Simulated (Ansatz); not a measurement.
Cu₂BC₂, a known structure type with other elements, at an estimated volume

```
B Cu C
1.0
     0.00000    3.01757    0.00000
     3.01757    0.00000    0.00000
     1.50879    1.50879   -4.84228
B Cu C
1 2 2
Direct
  0.00000 0.00000 0.00000
  0.34759 0.34759 0.30482
  0.65241 0.65241 0.69518
  0.13816 0.13816 0.72368
  0.86184 0.86184 0.27632
```

Level: PBEsol, no spin polarisation; 420 eV; 9×9×9 Γ-centred mesh; methfessel-paxton occupations (width 0.1154 eV); Ansatz 0.2.0, fixed geometry.

Question: Is the cell too large or too small?

Answer: The pressure is 18.4 GPa (compression positive), so with the atoms held at these fractions the cell would first expand; the forces are large, so a full relaxation may end otherwise. The principal stresses 0.5, 0.5, 54.1 GPa differ, so its shape would change too.

Question: What happens at the Fermi level?

Answer: It is a metal, with about 3.1 states/eV a cell as the mean within 0.25 eV of the Fermi level, mostly C p (45 %) and Cu d (35 %).

Question: What is the formation energy?

Answer: 1.16 eV an atom against the elements' usual phases (free molecules for gases, crystals otherwise, with no correction for O₂ or N₂), so at this geometry it isn't bound against them. Relaxing would lower it.

Question: Where is the largest force?

Answer: The largest is on C4 (and as large on other atoms): 5.18 eV/Å, components (0.00, 0.00, 5.18). It makes 180° with the line to a nearest neighbour, B1 at 1.34 Å, pointing away from it.

Question: Give the Bader charges.

Answer: Bader charges in e: Cu +0.70, B +1.90, C -1.66. In the mean B gives up most and C takes most.

Origin: a known structure type with other elements, at an estimated volume, so it need not be a known compound. Caveats: many states at the Fermi level without spin polarisation, so a magnetic state may lie lower; atoms or cell far from equilibrium.
